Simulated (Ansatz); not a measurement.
A plane-wave DFT run in Ansatz 0.2.0 (scalar-relativistic PAW potentials unless the input names others): input and command.

```yaml
crystal:
  lattice:
    - [2.4447409167, 0.0, 0.0]
    - [-1.2223704584, 2.1172077395, 0.0]
    - [0.0, 0.0, 8.6961842972]
  atoms:
    - { symbol: C, position: [0.3333333333, 0.6666666667, 0.0] }
    - { symbol: C, position: [0.6666666667, 0.3333333333, 0.0] }
basis:
  ecutwfc: 420
kpoints:
  mp_grid: { grid: [18, 18, 6] }
hamiltonian:
  xc: lda
  pseudopotentials: { kind: nc }
scf:
  occupations: { method: fermi_dirac, width: 0.15 }
  max_iter: 100
output:
  forces: true
  eigenvalues: true
  stress: true
magnetization:
  spin_polarized: true
  spin_orbit: true
```

```bash
ansatz run input.yaml --threads 1 --pin off --max-ram 3072MiB --backend cpu --events-out ev --progress --plain --runs-dir out
```

What will the program do with this input?

The program refuses it, because of spin-orbit coupling on scalar files and without noncollinear: true (magnetization: not typed → {"spin_polarized": true, "spin_orbit": true}; hamiltonian.pseudopotentials: not typed → {"kind": "nc"}). Without those keys it is accepted.

Abridged log:
```
Error: 2 input errors — fix all and re-run
  1. inconsistent input (magnetization.spin_orbit, magnetization.noncollinear): true requires noncollinear: true — spin–orbit coupling acts on 2-spinor wavefunctions; set both flags
  2. inconsistent input (magnetization.spin_orbit, hamiltonian.pseudopotentials.kind): true requires a fully-relativistic hamiltonian.pseudopotentials.kind (nc_fr or paw_fr), or kind: all_electron without datasets and azcp, which then solves Dirac's equation on LAPW. paw_fr resolves this project's PAW files (source: ansatz) by j as it reads them
```